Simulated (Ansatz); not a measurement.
## Structures of Ta2Ga: which is lowest?

Plane-wave DFT in Ansatz with scalar-relativistic PAW potentials, cutoff 420 eV, Γ-centred meshes chosen by cell and gap, Gaussian smearing with energies taken to zero width. Every cell was relaxed (cell and atoms) in a run of its own, within the symmetry of its start. Functional: PBE.

Relaxed structures (starts from databases or built by putting these elements on another compound's sites):
A. I4/mmm, 3 atoms in the computed cell, a = 3.436 Å, c = 8.794 Å; sites (symmetry × multiplicity) Ta 4mm × 4, Ga 4/mmm × 2; start: built
B. P6/mmm, 3 atoms in the computed cell, a = 4.701 Å, c = 2.780 Å; sites (symmetry × multiplicity) Ta -6m2 × 2, Ga 6/mmm × 1; start: built

Task: Rank them by energy. Could pressure change the order?

Result:
```tsv
structure	group	E − E(lowest) (meV/atom)	V (Å³/atom)	gap on mesh (eV)
A	I4/mmm	0.0	17.30	0.00
B	P6/mmm	305	17.74	0.00
```

A is lowest, 305 meV/atom under B. The lowest is also the densest of these, so pressure wouldn't bring one of the others in at first order. Other structures may lie lower than all of these, and vibrations aren't counted.

Spin-orbit coupling is left out, which matters for the bands of heavy elements.